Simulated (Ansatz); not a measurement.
ScAu (CsCl type)

```
CELL_PARAMETERS angstrom
      3.31979     0.00000     0.00000
      0.00000     3.31979     0.00000
      0.00000     0.00000     3.31979
ATOMIC_POSITIONS crystal
  Sc 0.50000 0.50000 0.50000
  Au 0.00000 0.00000 0.00000
```

Calculation: LDA (plane waves to 420 eV, PAW, scalar-relativistic; Ansatz, a program for electronic structure). DFPT wavenumbers on a 14×14×14 k mesh, in cm⁻¹ and rounded to 5; i marks imaginary ones, q is in fractions of the reciprocal vectors of the cell shown, and the three acoustic modes at Γ are left out. ScAu is run without spin polarisation. ScAu was relaxed with its symmetry unable to fall. Spin-orbit coupling is left out, though Au is heavy.

Does any mode at Γ, X = (0.5, 0.0, 0.0), M = (0.5, 0.5, 0.0), R = (0.5, 0.5, 0.5) come out imaginary?

Unstable at this level: the lowest mode is 25i cm⁻¹ at M = (0.5, 0.5, 0.0). ScAu is measured in this form, so the imaginary mode is a miss of this level unless the crystal transforms on cooling or is held by pressure.

List the wavenumbers at Γ, X = (0.5, 0.0, 0.0), M = (0.5, 0.5, 0.0), R = (0.5, 0.5, 0.5), with degeneracies.


| q | wavenumbers (cm⁻¹) |
|---|---|
| Γ | 160 (×3) |
| X = (0.5, 0.0, 0.0) | 60 (×2), 75, 160 (×2), 270 |
| M = (0.5, 0.5, 0.0) | 25i (×2), 45, 140, 225 (×2) |
| R = (0.5, 0.5, 0.5) | 45 (×3), 225 (×3) |
